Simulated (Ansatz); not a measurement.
SiSnPd₅:
```yaml
crystal:
  lattice:
    - [3.97454, 0.00000, 0.00000]
    - [0.00000, 3.97454, 0.00000]
    - [0.00000, 0.00000, 6.93383]
  atoms:
    - { symbol: Si, position: [0.00000, 0.00000, 0.50000] }
    - { symbol: Sn, position: [0.50000, 0.50000, 0.00000] }
    - { symbol: Pd, position: [0.00000, 0.00000, 0.00000] }
    - { symbol: Pd, position: [0.50000, 0.00000, 0.70432] }
    - { symbol: Pd, position: [0.50000, 0.00000, 0.29568] }
    - { symbol: Pd, position: [0.00000, 0.50000, 0.70432] }
    - { symbol: Pd, position: [0.00000, 0.50000, 0.29568] }
```

Relaxed with r²SCAN. Special points in fractions of this cell's reciprocal vectors: Γ (0.000, 0.000, 0.000); X (0.000, 0.500, 0.000); M (0.500, 0.500, 0.000); Z (0.000, 0.000, 0.500); R (0.000, 0.500, 0.500); A (0.500, 0.500, 0.500).

Q: List the band energies nearest the Fermi level at these points for DFT-r²SCAN in the program Ansatz with PAW potentials.

A: In eV from the Fermi level; about four levels below and three above (degenerate sets whole), none deeper than 8.9 eV; points with the same levels are listed once.

| k | below | above |
|---|---|---|
| Γ | -0.59 -0.55 -0.19 -0.19 | 3.64 3.92 4.51 4.51 |
| X | -2.13 -1.22 -1.13 -0.67 | 0.09 0.56 3.58 |
| M | -1.73 -1.73 -1.31 -0.90 -0.90 | 0.46 0.79 0.79 |
| Z | -1.60 -0.88 -0.59 -0.55 | 1.63 1.63 1.74 |
| R | -2.07 -1.87 -1.66 -1.10 | 2.89 3.00 3.27 |
| A | -1.69 -1.65 -1.36 -0.68 | 0.10 0.10 0.70 0.70 |

Space group P4/mmm. The workflow started from a Materials Project entry (that database holds measured and hypothetical structures alike); the Crystallography Open Database copy checked does not list it. Its standing as an ambient phase is unchecked. Symmetry was held in the r²SCAN relaxation; its stability against distortions is not shown here. The run is not spin-polarised. Scalar-relativistic: spin–orbit coupling is off unless named, which matters more the heavier the elements.

Potentials: the later of the program's two PAW sets.
